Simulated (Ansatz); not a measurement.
The cell is COD entry 1523872, as deposited and not checked against the literature; nothing was relaxed.

An input for LaTl: DFT, PBEsol, all-electron LAPW, scalar-relativistic (Ansatz 0.2.0).

Command: `ansatz run input.yaml --threads 1 --pin off --max-ram 3072MiB --backend cpu --events-out ev --progress --plain --runs-dir out` The run took 31 s on 1 thread of Intel(R) Xeon(R) 6975P-C (Granite Rapids), with other jobs on the host, peak memory 0.47 GiB.

```yaml
crystal:
  lattice:
    - [3.936, 0.0, 0.0]
    - [0.0, 3.936, 0.0]
    - [0.0, 0.0, 3.936]
  atoms:
    - { symbol: La, position: [0.0, 0.0, 0.0] }
    - { symbol: Tl, position: [0.5, 0.5, 0.5] }
kpoints:
  mp_grid: { grid: [10, 10, 10] }
  band_path:
    path:
      - [0.0, 0.0, 0.0]
      - [0.0, 0.5, 0.0]
      - [0.5, 0.5, 0.0]
      - [0.0, 0.0, 0.0]
      - [0.5, 0.5, 0.5]
      - [0.0, 0.5, 0.0]
      - [0.5, 0.5, 0.5]
      - [0.5, 0.5, 0.0]
    npoints: 14
scf:
  occupations: { method: fermi_dirac, width: 0.05 }
hamiltonian:
  xc: pbesol
  pseudopotentials: { kind: all_electron, lapw: { basis_error: 0.00025 } }
output:
  forces: true
  stress: true
  eigenvalues: true
  fatbands: true
  populations: true
  dos: { projected: true, de: 0.2, e_range: [-14, 8] }
```

Set-up and iterations as logged by Ansatz (the results part is left out, to be predicted):

```
La: projections on atomic orbitals take those of the free atom 1s2 2s2 2p6 3s2 3p6 3d10 4s2 4p6 4d10 4f0 5s2 5p6 5d1 6s2, of charge +0.00 (hamiltonian.pseudopotentials.projection_atoms)
Tl: projections on atomic orbitals take those of the free atom 1s2 2s2 2p6 3s2 3p6 3d10 4s2 4p6 4d10 4f14 5s2 5p6 5d10 6s2 6p1, of charge +0.00 (hamiltonian.pseudopotentials.projection_atoms)
LAPW: plane waves up to 6.837 Å⁻¹, error target 2.5e-4 eV per atom; small_component_spin mean_spin; La in spheres of 1.644 Å, 29 of its electrons in bands, Dirac shells []; Tl in spheres of 1.765 Å, 35 of its electrons in bands, Dirac shells []
Engine: ansatz 0.2.0
Pseudopotentials: kind: all_electron
Pseudopotential: La, LAPW, valence charge 29, Koelling and Harmon's equation, gaussian nucleus
Pseudopotential: Tl, LAPW, valence charge 35, Koelling and Harmon's equation, gaussian nucleus
Functional definition: PBEsol
  exchange = pbesol_x
  correlation = pbesol_c
Crystal: 2 atoms, lattice volume = 60.977 Å³
Basis set: ecut = 178.07450886904294 eV, 341 PW (Γ), exchange–correlation at level 2
Bands: 39, of which v1, the nominal top of the filled ones, is band 32 counted from 1 (31 counted from 0)
Symmetry: 48 space group operations
Space group: Pm-3m (ITA 221), of the structure as read, at distance tolerance 3.9e-5 Å
k-points: 56 of 1000
Non-local potential: La, projectors of the file, none
Non-local potential: Tl, projectors of the file, none
Initial density: superposition of atomic densities (chi_scale 0.1, normalization cell, long waves kept (reshape's long-wave potential 0.00 eV rms))
Initial wavefunctions: plane waves of lowest kinetic energy (no species holds an atomic orbital)
Functional: x = pbesol(κ = 0.804, μ = 0.12345679012345678), c = pbesol(β = 0.046)
iter 1 solved again at ethr=3.70e-5 eV; its pass at ethr=1.00e-1 eV (dr2=2.37e-2 eV) is discarded
SCF iter   1: F=—  HF=-781648.296358 eV  |F-HF|=—  |Δ(HF+E_count)|=         —  Δρ=5.75e-3  dr2=2.38e-2  ethr=3.70e-5  ⟨swp⟩=3.1  Hψ=14309  notcnv=0
SCF iter   2: F=—  HF=-781648.142994 eV  |F-HF|=—  |Δ(HF+E_count)|=   1.53e-1  Δρ=4.58e-3  dr2=2.90e-2  ethr=3.70e-5  ⟨swp⟩=3.0  Hψ=7705  notcnv=0
SCF iter   3: F=—  HF=-781648.126030 eV  |F-HF|=—  |Δ(HF+E_count)|=   1.70e-2  Δρ=3.34e-3  dr2=1.42e-2  ethr=3.70e-5  ⟨swp⟩=2.0  Hψ=6965  notcnv=0
SCF iter   4: F=—  HF=-781648.125212 eV  |F-HF|=—  |Δ(HF+E_count)|=         —  Δρ=2.05e-3  dr2=6.64e-3  ethr=2.21e-5  ⟨swp⟩=2.0  Hψ=6894  notcnv=0
the basis was enlarged: its passes take 61.2 KiB over the memory plan, 1 of 1 planned eigensolver slots
SCF iter   5: F=—  HF=-781648.123863 eV  |F-HF|=—  |Δ(HF+E_count)|=   1.35e-3  Δρ=7.03e-4  dr2=9.01e-4  ethr=1.04e-5  ⟨swp⟩=2.0  Hψ=6965  notcnv=0
iter 6 solved again at ethr=3.41e-8 eV; its pass at ethr=1.41e-6 eV (dr2=2.18e-5 eV) is discarded
SCF iter   6: F=—  HF=-781648.123692 eV  |F-HF|=—  |Δ(HF+E_count)|=   1.71e-4  Δρ=1.87e-4  dr2=2.18e-5  ethr=3.41e-8  ⟨swp⟩=2.0  Hψ=11402  notcnv=0
SCF iter   7: F=—  HF=-781648.123673 eV  |F-HF|=—  |Δ(HF+E_count)|=   1.93e-5  Δρ=1.35e-4  dr2=2.97e-5  ethr=3.40e-8  ⟨swp⟩=2.9  Hψ=6982  notcnv=0
SCF iter   8: F=—  HF=-781648.123655 eV  |F-HF|=—  |Δ(HF+E_count)|=   1.76e-5  Δρ=9.35e-5  dr2=1.22e-5  ethr=3.40e-8  ⟨swp⟩=2.0  Hψ=6959  notcnv=0
SCF iter   9: F=—  HF=-781648.123654 eV  |F-HF|=—  |Δ(HF+E_count)|=   1.69e-6  Δρ=1.44e-5  dr2=2.67e-7  ethr=1.91e-8  ⟨swp⟩=2.0  Hψ=6920  notcnv=0
SCF iter  10: F=-781648.123653 eV  HF=-781648.123653 eV  |F-HF|=1.05e-9  |Δ(HF+E_count)|=   5.89e-8  Δρ=4.09e-6  dr2=1.36e-8  ethr=4.18e-10  ⟨swp⟩=2.1  Hψ=6919  notcnv=0
```

Problem. What pressure will this run report?

Solution. -0.64 GPa (positive in compression).

Problem. Is there a band gap?

Solution. none: bands cross the Fermi level, a metal.
